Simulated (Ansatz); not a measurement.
InSe:
Space group R3m, hexagonal axes (No. 160); a = b = 4.0286 Å, c = 25.4743 Å, α = β = 90.00°, γ = 120.00°

| atom | site | symmetry | x | y | z |
|---|---|---|---|---|---|
| In | 3a | 3m | 0.0000 | 0.0000 | 0.1108 |
| In | 3a | 3m | 0.0000 | 0.0000 | 0.0013 |
| Se | 3a | 3m | 0.0000 | 0.0000 | 0.6185 |
| Se | 3a | 3m | 0.0000 | 0.0000 | 0.8270 |
(The calculation used a cell of 4 atoms; values per cell refer to that cell.)

Relaxed with r²SCAN+D4.

**Question.** Tabulate the valence density and the electron localisation function along the shortest In–Se contact (2.65 Å), r²SCAN+D4 in the plane-wave PAW code Ansatz.

**Answer.** 

```tsv
distance from In (Å)	density (e/Å³)	ELF
0.26	9.86	0.00
0.40	7.03	0.02
0.53	4.45	0.08
0.66	2.50	0.17
0.79	1.29	0.22
0.93	0.69	0.21
1.06	0.46	0.20
1.19	0.39	0.29
1.32	0.41	0.53
1.46	0.47	0.72
1.59	0.59	0.79
1.72	0.76	0.81
1.85	1.10	0.79
1.98	2.12	0.73
2.12	4.90	0.59
2.25	11.62	0.38
2.38	23.97	0.20
```

The density is the valence pseudo-density with augmentation charge, so density and ELF within about 1 Å of a nucleus are not all-electron values.

The first step of the workflow began from a Materials Project structure, measured or hypothetical; the Crystallography Open Database files this formula in space group No. 160, but the cells were not matched. It is not the phase usual at ambient conditions (space group No. 194). The r²SCAN+D4 relaxation kept the symmetry of its start; whether a distortion lowers the energy is not shown.

Potentials: the later of the program's two PAW sets.
